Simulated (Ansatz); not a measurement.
Values for one crystal, relaxed and computed with PBE (plane waves, PAW; program Ansatz); other levels are named.

| Item | Value |
|---|---|
| Volume per atom | 23.42 Å³ |
| Band gap | 1.42 eV (smallest direct gap 1.42 eV) |
| Electron effective mass | 0.30, 0.92, 3.7 mₑ (principal values) |
| Formation energy from the elements (no fitted shifts) | -1.82 eV/atom |
| Valence-band maximum | on the Γ–Z line, 29 % of the way from Γ (k = 0.000, 0.000, 0.146) |
| Hole effective mass | 0.40, 1.1, 5.8 mₑ (principal values) |
| Conduction-band minimum | at Γ |

Problem. Which compound is it?
A. BeS, C2/c (Be on 4d, S on 4e)
B. HfS2, CdI2 type
C. BaZrO3, cubic perovskite
D. Ca3Zr2S7, Cmc2_1 (Pearson symbol oS48)

Solution. D, Ca3Zr2S7, Cmc2_1 (Pearson symbol oS48)

The start of the workflow was typed in or built on a structure type; neither database checked (COD, Materials Project) lists it. Its standing as an ambient phase is unchecked. The PBE relaxation kept the symmetry of its start; its stability against distortions is not shown here. The run is not spin-polarised. The references are the lowest solids computed at this level, not always the standard phases. Spin–orbit coupling is left out wherever it is not named.

Potentials: the later of the program's two PAW sets.
